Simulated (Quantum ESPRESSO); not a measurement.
NMR parameters of LiCl

```yaml
crystal:
  lattice:
    - [0.00000, 2.54212, 2.54212]
    - [2.54212, 0.00000, 2.54212]
    - [2.54212, 2.54212, 0.00000]
  atoms:
    - { symbol: Li, position: [0.00000, 0.00000, 0.00000] }
    - { symbol: Cl, position: [0.50000, 0.50000, 0.50000] }
```
The geometry is a computed Materials Project entry, not a measured one. It is LiCl in Fm-3m. Stability against distortions was not tested.

Shieldings are absolute and leave out the bulk-susceptibility term; a larger σ means a smaller chemical shift. By our sweeps, such settings leave a few ppm in absolute σ. The datasets of Cl hold no d projectors, which limits absolute σ on these atoms. Static lattice: thermal averaging is not included.

Problem. What do the calculations give at each independent site (shieldings by PBE GIPAW on JTH datasets (Quantum ESPRESSO, modified build), 25 Ha, k-mesh 5×5×5 shifted, f-sum rule met within 0.003 %)?

Solution. 
```csv
site,site symmetry,σ_iso (ppm)
Li (atom 1),m-3m,81
Cl (atom 2),m-3m,910
```
